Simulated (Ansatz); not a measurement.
This cell of Mo (bcc, W type) is off equilibrium:

```
Mo
1.0
   -3.15061     3.15061     3.15061
    1.57530    -1.57530     1.57530
    1.57530     1.57530    -1.57530
Mo
2
Cartesian
 -0.07637  -0.07637   0.00000
 -1.57530   1.57530   1.57530
```

The numbers are results of r2SCAN (plane waves to 500 eV, PAW, scalar-relativistic; Ansatz, a first-principles code), not measurements. k mesh 17×17×17 (Γ-centred), Fermi-Dirac smearing 0.05 eV. Energies are smeared free energies. Stress and pressure are positive under compression. With partly filled bands, energies and forces of such displacements shift with the k mesh and the smearing. On this mesh the relaxed cell isn't quite at rest: it carries a pressure of 0.1 GPa (compression positive) at the zero of the scan. Mo is run without spin polarisation. Mo was relaxed with its symmetry unable to fall.

**Question.** Predict the force on every atom, in eV/Å.

**Answer.** 
| atom | Fx | Fy | Fz |
|---|---|---|---|
| Mo1 | 0.295 | 0.766 | 0.216 |
| Mo2 | -0.295 | -0.766 | -0.216 |

**Question.** In it atom 1 sits (-0.076, -0.076, 0.000) Å away from its relaxed site. What is its energy relative to the relaxed cell?

**Answer.** 40 meV/cell.

(A displaced cell: forces are minus the slopes of the energy, force constants its curvatures, and phonons follow from these.)
